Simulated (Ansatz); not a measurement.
A distorted cell of Al$_{2}$Cu (Al2Cu type, space group I4/mcm):

```xyz
6
Lattice="-3.1061 3.1061 2.4771 3.1061 -3.1061 2.4771 3.1061 3.1061 -2.4771" Properties=species:S:1:pos:R:3 pbc="T T T"
Al     0.9940     4.1001     0.0000
Al     0.9940     2.1121     2.4771
Al     2.1121     0.9940     0.0000
Al     2.1121    -0.9940     2.4771
Cu     0.0000     0.0000     1.2386
Cu     0.0000     0.0000     3.7157
```

Method: r2SCAN (plane waves to 500 eV, PAW, scalar-relativistic; Ansatz, an electronic-structure program). k mesh 12×12×12 (Γ-centred), Fermi-Dirac smearing 0.05 eV. Energies are smeared free energies. Compression counts positive. Al2Cu is run without spin polarisation. Al2Cu was relaxed with its symmetry unable to fall.

Q: What is the stress tensor (GPa)?

A: 
```
   -9.3      0.0      0.0
    0.0     -9.3      0.0
    0.0      0.0     -8.9
```
The pressure, a third of the trace, is -9.1 GPa.

Q: It is the relaxed cell scaled evenly to V/V₀ = 1.107, atoms relaxed where free. What is its energy relative to the relaxed cell?

A: 48 meV/atom.

(A scan under strain: stresses follow from slopes of the energy per volume, elastic moduli from its curvatures.)
